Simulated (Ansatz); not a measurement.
A trial cell of TiFeC4N4, before relaxation:

```yaml
crystal:
  lattice:
    - [5.93285, 0.00000, 0.00000]
    - [0.00000, 5.93285, 0.00000]
    - [0.00000, 0.00000, 5.93285]
  atoms:
    - { symbol: Ti, position: [0.00000, 0.00000, 0.00000] }
    - { symbol: Fe, position: [0.50000, 0.50000, 0.50000] }
    - { symbol: C, position: [0.18859, 0.18859, 0.18859] }
    - { symbol: C, position: [0.18859, 0.81141, 0.81141] }
    - { symbol: C, position: [0.81141, 0.18859, 0.81141] }
    - { symbol: C, position: [0.81141, 0.81141, 0.18859] }
    - { symbol: N, position: [0.30245, 0.30245, 0.30245] }
    - { symbol: N, position: [0.30245, 0.69755, 0.69755] }
    - { symbol: N, position: [0.69755, 0.30245, 0.69755] }
    - { symbol: N, position: [0.69755, 0.69755, 0.30245] }
```

Method: Ansatz 0.2.0, DFT PBE, scalar-relativistic, plane waves, PAW. Cutoff 420 eV, Gaussian smearing, Γ-centred meshes. Cell and atoms relax first on a coarse mesh and then on a finer one. In between, the cell is made exact in the group found at 0.06 Å. In metals the finer mesh still leaves noise of several meV/atom or more. The steps can't lower the symmetry of their start. Collinear spin, starting moments Ti 1.0; Fe 4.0 μB.

A guess keeps its type if space group and coordination stay and the shape of the cell changes little (axis ratios within about 15 %, angles within 6°); the volume may change.

Q: Will the relaxed cell still be of the starting type?

A: It keeps its type. The symmetry stays P-43m (No. 215). The volume per atom grows by 3.5 %, from 20.9 to 21.6 Å³. The shortest distance goes from 1.17 Å (C–N) to 1.18 Å (C–N). Counting neighbours within 15 % of an atom's shortest distance, the start has C 1, Fe 4, N 1, Ti 4 and the end C 1, Fe 4, N 1, Ti 4.

Energies over the elements count from the elements' standard structures at the same level (N₂ as a molecule), with no fitted energy shifts.

Q: At what energy does it end?

A: +0.30 eV/atom. It can't be a ground state, since the elements alone are lower.

The last run used collinear spin, a 6×6×6 mesh for its 10-atom cell and Gaussian smearing of 0.10 eV. In such compounds of Fe and Ti a zero gap at this level may well be an artefact, since no Hubbard U is applied. The reference form of C is held partly by dispersion forces, which this level lacks. Another magnetic order may lie lower. Symmetry constrained the relaxation, so the result can be a saddle point.
